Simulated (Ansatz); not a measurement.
Ni21Ge2B6 in space group Fm-3m (No. 225; Pearson symbol cF116), plane-wave PAW r²SCAN (Ansatz code), all energies at zero smearing, with the estimated change up to a 700 eV cutoff added, with one set of potentials and settings (totals compare only within such a set). Cell of 29 atoms (21 Ni, 2 Ge, 6 B): -132303.855 eV.

```json
[
 {"element": "Ni", "reference phase": "Fm-3m, 1 atoms in the cell, spin-polarised", "E (eV/atom)": "-5845.2912"},
 {"element": "Ge", "reference phase": "Fd-3m, 2 atoms in the cell", "E (eV/atom)": "-4302.9041"},
 {"element": "B", "reference phase": "R-3m, 12 atoms in the cell", "E (eV/atom)": "-156.5544"}
]
```

Formation energy per atom, worked out: (-132303.855 − 21×(-5845.2912) − 2×(-4302.9041) − 6×(-156.5544))/29 = -0.262 eV/atom (-25 kJ per mol of atoms), at 0 K, without zero-point energy or fitted corrections.

The workflow started from a Materials Project entry (that database holds measured and hypothetical structures alike); the Crystallography Open Database copy checked does not list it. Whether it is the stable phase at ambient conditions was not checked. The r²SCAN relaxation kept the symmetry of its start; whether a distortion lowers the energy is not shown. The final state is ferromagnetic, the only order run, not a proven ground state. Other orbital occupations within this spin state were not tried. The references are the lowest solids computed at this level, not always the standard phases.

Potentials: the later of the program's two PAW sets.
